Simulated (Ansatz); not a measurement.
Relaxed-ion elastic tensor of Zr4Al3 in space group P6/mmm (No. 191; Zr on 2e, Zr on 2d, Al on 3f) in GPa (Voigt order), PBEsol (plane waves, PAW; program Ansatz); density 5.50 g/cm³, 19.22 Å³ per atom.

|  | 1 | 2 | 3 | 4 | 5 | 6 |
|---|---|---|---|---|---|---|
| 1 | 230 | 44.9 | 63.0 | 0.0 | 0.0 | 0.0 |
| 2 | 44.9 | 230 | 63.0 | 0.0 | 0.0 | 0.0 |
| 3 | 63.0 | 63.0 | 222 | 0.0 | 0.0 | 0.0 |
| 4 | 0.0 | 0.0 | 0.0 | 74.9 | 0.0 | 0.0 |
| 5 | 0.0 | 0.0 | 0.0 | 0.0 | 74.9 | 0.0 |
| 6 | 0.0 | 0.0 | 0.0 | 0.0 | 0.0 | 92.4 |

Problem. Is the crystal mechanically stable?

Solution. Yes: the smallest eigenvalue of C is 74.9 GPa.

Problem. Work out the Voigt, Reuss and Hill averages.

Solution. K_V = 114, K_R = 114, K_H = 114; G_V = 82.5, G_R = 81.7, G_H = 82.1 GPa.

Problem. Give Young's modulus, Poisson's ratio, Pugh's ratio and the universal anisotropy index.

Solution. E = 9KG/(3K + G) = 198 GPa; ν = 0.21; K/G = 1.39 (brittle by the Pugh limit of 1.75); A_U = 5G_V/G_R + K_V/K_R − 6 = 0.05.

Problem. Estimate the sound speeds and the Debye temperature.

Solution. v_l = √((K + 4G/3)/ρ) = 6370 m/s, v_t = √(G/ρ) = 3860 m/s, mean 4270 m/s; Θ = (h/k)(3n/4πV)^(1/3) v_m = 474 K.

Problem. Solve the Christoffel equation for the three sound speeds along x, y, z.

Solution. Eigenvalues of C_ijkl n_j n_l equal ρv². In km/s, slowest first: x 3.69, 4.10, 6.46; y 3.69, 4.10, 6.46; z 3.69, 3.69, 6.35.

Problem. How much does each axis shrink under pressure?

Solution. Linear compressibilities β_i = Σ_j S_ij (j = 1 to 3): x 3.0, y 3.0, z 2.8 per TPa.

The first step of the workflow began from a Materials Project structure, measured or hypothetical; the Crystallography Open Database copy checked does not list it. Whether it is the stable phase at ambient conditions was not checked. The cell was relaxed with PBEsol under the symmetry of its start; of distortions, only those at the zone centre were tested. The run is not spin-polarised. As this level gives no gap, shear constants depend on the k-mesh and smearing (Fermi–Dirac, 0.1 eV here).

Potentials: the later of the program's two PAW sets.
